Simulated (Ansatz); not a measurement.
Mo₃Os:
```
CELL_PARAMETERS angstrom
      4.94187     0.00000     0.00000
      0.00000     4.94187     0.00000
      0.00000     0.00000     4.94187
ATOMIC_POSITIONS crystal
  Mo 0.25000 0.00000 0.50000
  Mo 0.75000 0.00000 0.50000
  Mo 0.50000 0.75000 0.00000
  Mo 0.50000 0.25000 0.00000
  Mo 0.00000 0.50000 0.75000
  Mo 0.00000 0.50000 0.25000
  Os 0.00000 0.00000 0.00000
  Os 0.50000 0.50000 0.50000
```

Relaxed with PBEsol. Special points in fractions of this cell's reciprocal vectors: Γ (0.000, 0.000, 0.000); X (0.000, 0.500, 0.000); M (0.500, 0.500, 0.000); R (0.500, 0.500, 0.500).

**Question.** List the band energies nearest the Fermi level at these points for the program Ansatz at the PBEsol with spin–orbit coupling level (PAW).

**Answer.** In eV from the Fermi level; about four levels below and three above (degenerate sets whole), none deeper than 8.9 eV; points with the same levels are listed once.

```json
[
 {"k": "Γ", "below": "-1.34 -1.34 -1.34 -1.34", "above": "0.37 0.37 0.37 0.37"},
 {"k": "X", "below": "-0.06 -0.06 -0.06 -0.06", "above": "0.24 0.24 0.24 0.24"},
 {"k": "M", "below": "-0.34 -0.34 -0.07 -0.07", "above": "0.25 0.25 0.73 0.73"},
 {"k": "R", "below": "-1.33 -1.33 -1.33 -1.33 -1.33 -1.33 -1.33 -1.33", "above": "0.48 0.48 0.48 0.48 0.48 0.48 0.48 0.48"}
]
```

Space group Pm-3n (A15 (Cr3Si type)). The first step of the workflow began from a Materials Project structure, measured or hypothetical; the Crystallography Open Database files this formula in space group No. 223, but the cells were not matched. Its standing as an ambient phase is unchecked. Symmetry was held in the PBEsol relaxation; whether a distortion lowers the energy is not shown. The run is not spin-polarised.

Potentials: the later of the program's two PAW sets.
